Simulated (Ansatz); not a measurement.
Co$_{2}$Si in space group Pnma (No. 62; Co on 4c, Co on 4c, Si on 4c) at seven volumes, plane-wave PAW PBEsol (Ansatz code), shape and atoms relaxed at each. One row is withheld.

| V (Å³/atom) | P (GPa) |
|---|---|
| 9.329 | ? |
| 9.637 | 18.04 |
| 9.944 | 8.25 |
| 10.252 | 0.00 |
| 10.559 | -6.92 |
| 10.867 | -12.59 |
| 11.174 | -17.19 |

**Question.** Fit the shown pressures and predict the withheld one.

**Answer.** Third-order Birch–Murnaghan: P = (3/2)B₀(x^(7/2) − x^(5/2))[1 + (3/4)(B′ − 4)(x − 1)] with x = (V₀/V)^(2/3). Least squares on the six rows gives V₀ = 10.250 Å³/atom, B₀ = 249.7 GPa, B′ = 5.17. At V = 9.329, x = 1.0648 and P = 30.00 GPa. The run itself gave 29.66 GPa.

Symmetry was held in the PBEsol relaxation. Magnetic state: ferromagnetic, the only order run, not a proven ground state.

Potentials: the earlier of the program's two PAW sets. The files were generated under PBE; for other functionals the program regenerates the frozen cores, and for LDA and PBEsol the local potential too.
